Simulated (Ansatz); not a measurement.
WSe$_{2}$:
```
CELL_PARAMETERS angstrom
      3.30260     0.00000     0.00000
     -1.65130     2.86014     0.00000
      0.00000     0.00000    13.22737
ATOMIC_POSITIONS crystal
  W  0.33333 0.66667 0.25000
  W  0.66667 0.33333 0.75000
  Se 0.33333 0.66667 0.62423
  Se 0.66667 0.33333 0.12423
  Se 0.66667 0.33333 0.37577
  Se 0.33333 0.66667 0.87577
```

Relaxed with r²SCAN+D4. Special points in fractions of this cell's reciprocal vectors: Γ (0.000, 0.000, 0.000); M (0.500, 0.000, 0.000); K (0.333, 0.333, 0.000); A (0.000, 0.000, 0.500); L (0.500, 0.000, 0.500); H (0.333, 0.333, 0.500).

List the band energies nearest the valence-band maximum at these points for DFT-r²SCAN+D4 with spin–orbit coupling in the program Ansatz with PAW potentials.

In eV from the valence-band maximum; about four levels below and three above (degenerate sets whole), none deeper than 8.9 eV; points with the same levels are listed once.

```csv
k,below,above
Γ,-0.98 -0.98 0.00 0.00,2.55 2.55 2.59 2.59
M,-1.28 -1.28 -1.25 -1.25,2.07 2.07 2.09 2.09
K,-0.62 -0.62 -0.11 -0.11,1.27 1.27 1.31 1.31
A,-0.25 -0.25 -0.25 -0.25,2.57 2.57 2.57 2.57
L,-1.28 -1.28 -1.28 -1.28,2.09 2.09 2.09 2.09
H,-0.61 -0.61 -0.14 -0.14,1.28 1.28 1.31 1.31
```

Space group P6_3/mmc. The r²SCAN+D4 relaxation kept the symmetry of its start. No spin polarisation was allowed.

Potentials: the later of the program's two PAW sets.
